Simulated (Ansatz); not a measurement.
TaC (rock salt), relaxed with PBEsol (Ansatz, a program for electronic structure, plane waves, PAW): a = b = c = 4.4396 Å, α = β = γ = 90.00°.

```
Quantity              Value
--------------------  -----
ΔH_f (eV/atom)        -0.68
B₀ by P(V) fit (GPa)    344
K_Hill (GPa)            344
G_Hill (GPa)            232
Θ_D (K)                 591
```

Q: The same phase is relaxed and computed with LDA in the same code. What are the cell and these values now?

A: a = 4.4137 Å, b = 4.4137 Å, c = 4.4137 Å, α = 90.00°, β = 90.00°, γ = 90.00°.

- ΔH_f (eV/atom): -0.68
- B₀ by P(V) fit (GPa): 359
- K_Hill (GPa): 359
- G_Hill (GPa): 241
- Θ_D (K): 600

All cells were relaxed under the symmetry of their starts (and spin orders); stability against distortions was not tested throughout. Rows with no word on spin ran without spin polarisation. Spin–orbit coupling is left out wherever it is not named.

Potentials: the later of the program's two PAW sets.

Ansatz is a plane-wave DFT program.

Formation energies count from the lowest solids of the elements computed at the same level, not from gases.
